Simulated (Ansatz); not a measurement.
SrHfN$_{2}$ in space group R-3m (No. 166; Sr on 3a, Hf on 3b, N on 6c) at seven volumes, LDA (plane waves, PAW; program Ansatz), shape and atoms relaxed at each. One row is withheld.

```csv
V (Å³/atom),P (GPa)
12.411,20.56
12.820,12.61
13.229,5.81
13.638,0.00
14.047,?
14.456,-9.19
14.865,-12.80
```

Fit the shown pressures and predict the withheld one.

P = (3/2)B₀(x^(7/2) − x^(5/2))[1 + (3/4)(B′ − 4)(x − 1)] with x = (V₀/V)^(2/3). Least squares on the six rows gives V₀ = 13.639 Å³/atom, B₀ = 178 GPa, B′ = 4.24. At V = 14.047, x = 0.9805 and P = -4.93 GPa. The run itself gave -4.96 GPa.

The first step of the workflow began from a Materials Project structure, measured or hypothetical; the Crystallography Open Database copy checked does not list it. Whether it is the stable phase at ambient conditions was not checked. Symmetry was held in the LDA relaxation; of distortions, only those at the zone centre were tested. The run is not spin-polarised. Scalar-relativistic: spin–orbit coupling is off unless named, which matters more the heavier the elements.

Potentials: the later of the program's two PAW sets.
